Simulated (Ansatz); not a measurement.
Here is an unrelaxed guess for TiFeS2.

```
Ti Fe S
1.0
     1.70600    0.98496    5.51013
    -1.70600    0.98496    5.51013
     0.00000   -1.96992    5.51013
Ti Fe S
1 1 2
Direct
  0.00000 0.00000 0.00000
  0.50000 0.50000 0.50000
  0.75280 0.75280 0.75280
  0.24720 0.24720 0.24720
```

These are results of DFT PBE, scalar-relativistic, plane waves, PAW in Ansatz 0.2.0, not measurements. Plane waves to 420 eV, a k mesh through Γ of 6×6×6 on the computed 4-atom cell and Gaussian smearing (0.10 eV); collinear spin from starting moments 1.0 -4.0 0.0 0.0 μB.

Energies over the elements count from the elements' standard structures at the same level, with no fitted energy shifts.

Q: What does a single point on this coarse mesh give?

A: The pressure is 12.7 GPa (the mean over three directions, positive in compression), the largest force is 0.08 eV/Å, and the energy is −0.63 eV/atom against the elements. The shortest distance is 2.38 Å.

Q: How much does it gain on relaxing, and where does it end?

A: Relaxing gains under 0.1 eV/atom (the start's value is from the coarse mesh, so the gain is rough) in 9 ionic steps and ends at −0.69 eV/atom on the finer mesh. The symmetry stays R-3m (No. 166). The volume per atom grows by 10.2 %, from 13.9 to 15.3 Å³. The shortest distance goes from 2.38 Å (Fe–S) to 2.47 Å (Fe–S). Conventional cell: a = 3.434 Å, c = 17.987 Å. Ti has 6 S at 2.50 Å; around Fe lie 6 S at 2.47 Å; S has 3 Fe at 2.47 Å and 3 Ti at 2.50 Å.

The last run used collinear spin, an 18×18×18 mesh for its 4-atom cell and Gaussian smearing of 0.10 eV. No Hubbard U is applied to the 3d shell of Fe. The reference form of S is held partly by dispersion forces, which this level lacks. Another magnetic order may lie lower. The relaxation can't lower the symmetry of the start. A structure relaxed within its symmetry needn't be a true minimum.
